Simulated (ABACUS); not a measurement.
A self-consistent single point of NbP (Imm2, 4 atoms in the cell; from Materials Project mp-9339, changed as shown) with ABACUS.

All values come from this method and carry its errors: PBE, PseudoDojo 0.5 standard norm-conserving PBE (tails mended) pseudopotentials (plane waves; ABACUS).

The change in words: atom 1 moved by -0.04 angstrom along z. Reference geometry (I4_1md):
```
NbP
1.0
   -1.69553     1.69553     5.81071
    1.69553    -1.69553     5.81071
    1.69553     1.69553    -5.81071
Nb P
2 2
Direct
  0.74988   0.74988   0.00000
  0.49988   0.99988   0.50000
  0.33275   0.33275   0.00000
  0.08275   0.58275   0.50000
```

Reference input (self-consistent single point, DFT, PBE, plane waves, PseudoDojo 0.5 standard norm-conserving PBE (tails mended) pseudopotentials): KPT = MP 7 7 7 0 0 0; basis_type = pw; ecutwfc = 82 Ry; smearing_method = mv; smearing_sigma = 0.0199916 Ry; potentials = PseudoDojo 0.5 standard norm-conserving PBE (tails mended); symmetry = 1; symmetry_prec = 1e-05; ks_solver = dav_subspace; scf_nmax = 100; scf_thr = 1.0e-09 Ry; mixing_type = pulay. This run's input differs from it in these lines:

```diff
@@ -38,3 +38,3 @@
 2
-   0.7498800000    0.7498800000    0.0000000000
+   0.7464380000    0.7464380000    0.0000000000
    0.4998800000    0.9998800000    0.5000000000
```

The program printed (abridged):

```
 SELF-CONSISTENT
 -------------------------------------------

                                 init_chg = atomic

 PW ALGORITHM --------------- ION=   1  ELEC=   1--------------------------------

 Density error is 0.659477072299
                          Error Threshold = 0.01
 E_KohnSham     -276.8678408658      -3766.9802287324
 E_Fermi        1.1156754128         15.1795427324

 PW ALGORITHM --------------- ION=   1  ELEC=   2--------------------------------

 Density error is 0.571761276979
                          Error Threshold = 0.00183188075639
 E_KohnSham     -277.0167585790      -3769.0063581648
   [... lines left out ...]

 Density error is 2.50445574597e-09
                          Error Threshold = 3.28346888208e-10
 E_KohnSham     -277.1406736019      -3770.6923085435
 E_Fermi        1.0489887383         14.2722239791

 PW ALGORITHM --------------- ION=   1  ELEC=  10--------------------------------

 Density error is 2.77377834511e-10
                          Error Threshold = 6.95682151659e-12
 E_KohnSham     -277.1406736025      -3770.6923085528
 E_KS(sigma->0) -277.1418346890      -3770.7081059446
 E_entropy(-TS) 0.0023221729         0.0315947837
 E_Fermi        1.0489912669         14.2722583826
 charge density convergence is achieved
 final etot is -3770.6923086 eV
 EFERMI = 14.272258383 eV

 STATE ENERGY(eV) AND OCCUPATIONS    NSPIN == 1
   [... 25 lines left out ...]

 TOTAL-FORCE (eV/Angstrom)
                       Nb1         0.0000000000         0.0000000000         0.5902785046
                       Nb2         0.0000000000         0.0000000000        -0.1464063546
                        P1         0.0000000000         0.0000000000        -0.2203274004
                        P2         0.0000000000         0.0000000000        -0.2235447496

 TOTAL-STRESS (KBAR)
       -80.1445788072        -0.0000000000         0.0000000000
        -0.0000000000       -73.1731762329        -0.0000000000
         0.0000000000         0.0000000000       -62.5872758763
 TOTAL-PRESSURE: -71.968344 KBAR

 --------------------------------------------
 !FINAL_ETOT_IS -3770.6923085527832882 eV
 --------------------------------------------
```

The run converged in 10 iterations. Against the reference run the free energy rises by 3.0 meV/atom, the pressure stays near -7.20 GPa while the zz stress (positive for compression) goes from -6.78 to -6.26 GPa and the largest force goes from 0.014 to 0.590 eV/Å.

The structure comes from a collection of computed structures, made at another level of theory; the collection holds predicted forms beside known ones. Its lattice was then scaled. No clean gap shows at this smearing width and mesh (spacing up to 0.37 Å⁻¹); the mesh is coarse for partly filled bands, so the values carry mesh errors.

Cost on one core: very roughly 7 core-minutes.

“Tails mended”: in these copies of the files the far tail of each local potential was reset to the Coulomb form.
